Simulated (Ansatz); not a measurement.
# HoC in the zincblende structure

Method: PBEsol, scalar-relativistic; collinear spin; PAW, 420 eV, Γ-centred 10×10×10 mesh, 0.05 eV Gaussian smearing; code Ansatz. The datasets are Ansatz's generated set soft_2.

```
Ho C
1.0
     0.00000    2.63901    2.63901
     2.63901    0.00000    2.63901
     2.63901    2.63901    0.00000
Ho C
1 1
Direct
  0.00000 0.00000 0.00000
  0.25000 0.25000 0.25000
```

This is a trial structure made by placing the elements on a prototype's sites, so it needn't be the stable form.

Magnetic state: ferromagnetic, site spin moments Ho 3.84 μB.

Task: Which orbitals carry the states at the Fermi level, and how many states are there?

Result: Within 0.1 eV of it: Ho 4f 64 %, C 2p 25 %, Ho 5d 9 % (shares among the projected shells). The Fermi level sits on a steep edge: the density of states is 7.2, 3.7 and 3.4 states/eV per cell at −0.1, 0 and +0.1 eV.

Density of states (tetrahedra, averaged over 0.5 eV; states/eV per cell of 2 atoms; energy in eV from the Fermi level; projections on Löwdin-orthogonalised atomic orbitals, summed over sites):

| E | total | Ho 4f down | Ho 4f up | C 2p | Ho 5d up | Ho 5d down |
| --- | --- | --- | --- | --- | --- | --- |
| -7.60 | 1.7 | 0.0 | 0.0 | 0.0 | 0.2 | 0.3 |
| -7.10 | 0.0 | 0.0 | 0.0 | 0.0 | 0.0 | 0.0 |
| -6.60 | 0.0 | 0.0 | 0.0 | 0.0 | 0.0 | 0.0 |
| -6.10 | 0.0 | 0.0 | 0.0 | 0.0 | 0.0 | 0.0 |
| -5.60 | 0.0 | 0.0 | 0.0 | 0.0 | 0.0 | 0.0 |
| -5.10 | 0.0 | 0.0 | 0.0 | 0.0 | 0.0 | 0.0 |
| -4.60 | 0.0 | 0.0 | 0.0 | 0.0 | 0.0 | 0.0 |
| -4.10 | 0.0 | 0.0 | 0.0 | 0.0 | 0.0 | 0.0 |
| -3.60 | 2.3 | 0.0 | 2.2 | 0.1 | 0.0 | 0.0 |
| -3.10 | 5.7 | 0.0 | 5.6 | 0.0 | 0.0 | 0.0 |
| -2.60 | 6.2 | 0.0 | 5.6 | 0.3 | 0.1 | 0.1 |
| -2.10 | 1.5 | 0.1 | 0.2 | 0.6 | 0.2 | 0.3 |
| -1.60 | 2.3 | 0.1 | 0.1 | 1.2 | 0.4 | 0.3 |
| -1.10 | 2.4 | 0.6 | 0.0 | 1.1 | 0.1 | 0.5 |
| -0.60 | 4.0 | 1.4 | 0.1 | 1.6 | 0.6 | 0.2 |
| -0.10 | 6.7 | 4.9 | 0.0 | 1.1 | 0.3 | 0.3 |
| 0.40 | 5.9 | 5.0 | 0.0 | 0.6 | 0.1 | 0.1 |
| 0.90 | 2.7 | 1.8 | 0.0 | 0.6 | 0.0 | 0.2 |
| 1.40 | 0.3 | 0.1 | 0.0 | 0.2 | 0.0 | 0.0 |
| 1.90 | 0.2 | 0.0 | 0.0 | 0.0 | 0.2 | 0.0 |
| 2.40 | 0.7 | 0.0 | 0.0 | 0.1 | 0.3 | 0.3 |
| 2.90 | 0.7 | 0.0 | 0.0 | 0.1 | 0.2 | 0.3 |
| 3.40 | 0.7 | 0.0 | 0.0 | 0.1 | 0.2 | 0.2 |
| 3.90 | 0.7 | 0.0 | 0.0 | 0.1 | 0.3 | 0.2 |
| 4.40 | 0.7 | 0.0 | 0.0 | 0.1 | 0.2 | 0.3 |
| 4.90 | 1.3 | 0.0 | 0.0 | 0.2 | 0.7 | 0.3 |
| 5.40 | 2.4 | 0.0 | 0.0 | 0.5 | 0.8 | 0.8 |
| 5.90 | 2.2 | 0.0 | 0.0 | 0.4 | 0.9 | 0.6 |

Without a U the open 4f shell is pinned at the Fermi level, an artefact: in the real crystal it splits into occupied and empty levels away from it, and its large orbital moment is missing here. For elements this heavy, spin–orbit coupling would shift levels and gaps; it isn't included here. The run wasn't fully tested for a lower electronic state. The order of the orbitals lowers the symmetry, along an axis that is one of several equivalent ones. Site moments are of spin, integrated over atomic spheres. No antiparallel order was tried.

A lower state of the open shells can't be excluded, and forces and pressures are less sure for it.
